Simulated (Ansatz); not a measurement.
One crystal and one scan (energy over volume and axial ratio) at two levels, PBE-D3(BJ) (plane waves to 420 eV, PAW, scalar-relativistic; Ansatz, a quantum-chemistry and plane-wave program) and r2SCAN+rVV10 (plane waves to 500 eV, PAW, scalar-relativistic; Ansatz), each from its own relaxed cell and on its own mesh. The cell shown is that of PBE-D3(BJ).

PtS₂ (CdI2 type)

```
CELL_PARAMETERS angstrom
      3.58361     0.00000     0.00000
     -1.79180     3.10349     0.00000
      0.00000     0.00000     4.65640
ATOMIC_POSITIONS crystal
  Pt 0.00000 0.00000 0.00000
  S  0.66667 0.33333 0.25900
  S  0.33333 0.66667 0.74100
```

Two coordinates are scanned: the volume, and the ratio of the stretch along z (the conventional c axis) to the stretch across it. Atoms keep their fractional coordinates.

Energies are smeared free energies. PtS2 is run without spin polarisation. PtS2 was relaxed with its symmetry unable to fall. Spin-orbit coupling is left out, though Pt is heavy. As the atoms are clamped, bonds stretch with the cell, which overstates energies and stresses. With partly filled bands, the response to shear is sensitive to the k mesh, so small differences along c/a are uncertain. Percentages come from the unrounded values.

| quantity | PBE-D3(BJ) | r2SCAN+rVV10 | PBE-D3(BJ) − r2SCAN+rVV10 |
|---|---|---|---|
| Lattice constant a (Å) | 3.584 | 3.552 | +0.032 (+0.9 %) |
| Lattice constant c (Å) | 4.656 | 5.127 | -0.471 (-9.2 %) |
| Relaxed volume (Å³/atom) | 17.26 | 18.68 | -1.42 (-7.6 %) |
| Band gap of the relaxed cell, no spin-orbit coupling (eV) | 0.00 | 0.80 | -0.80 |
| Modulus against c/a change at fixed volume, (3/4V)·∂²E/∂(ln c/a)² (fit, atoms clamped) (GPa) | 42 | 37 | +5 (+13 %) |

PBE-D3(BJ) gives the higher value for: lattice constant a; modulus against c/a change at fixed volume. PBE-D3(BJ) gives the lower value for: lattice constant c; relaxed volume; band gap of the relaxed cell, no spin-orbit coupling. (PBE-D3(BJ)) At this level the bands of PtS2 touch or barely overlap; measurements give the solid a gap. Neither level is exact: the differences show how much the result hangs on the functional.

(A scan under strain: stresses follow from slopes of the energy per volume, elastic moduli from its curvatures.)
